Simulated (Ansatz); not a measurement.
LiC₆:
```
CELL_PARAMETERS angstrom
      4.30621     0.00000     0.00000
     -2.15310     3.72929     0.00000
      0.00000     0.00000     3.67490
ATOMIC_POSITIONS crystal
  Li 0.00000 0.00000 0.00000
  C  0.00000 0.33359 0.50000
  C  0.00000 0.66641 0.50000
  C  0.66641 0.00000 0.50000
  C  0.33359 0.00000 0.50000
  C  0.66641 0.66641 0.50000
  C  0.33359 0.33359 0.50000
```

This is the r²SCAN-relaxed structure.

All from r²SCAN (plane waves, PAW; program Ansatz), unless another level is named. Predict the electronic character.

metallic (no gap).

Give the formation energy from the elements (no fitted shifts).

-0.026 eV/atom.

Next, the density of states at the Fermi level?

0.15 states/eV per atom (mean over ±0.08 eV).

Space group P6/mmm. The first step of the workflow began from a Materials Project structure, measured or hypothetical; the Crystallography Open Database copy checked does not list it. Whether it is the stable phase at ambient conditions was not checked. The cell was relaxed with r²SCAN under the symmetry of its start; of distortions, only those at the zone centre were tested. The references are the lowest solids computed at this level, not always the standard phases.

Potentials: the earlier of the program's two PAW sets.
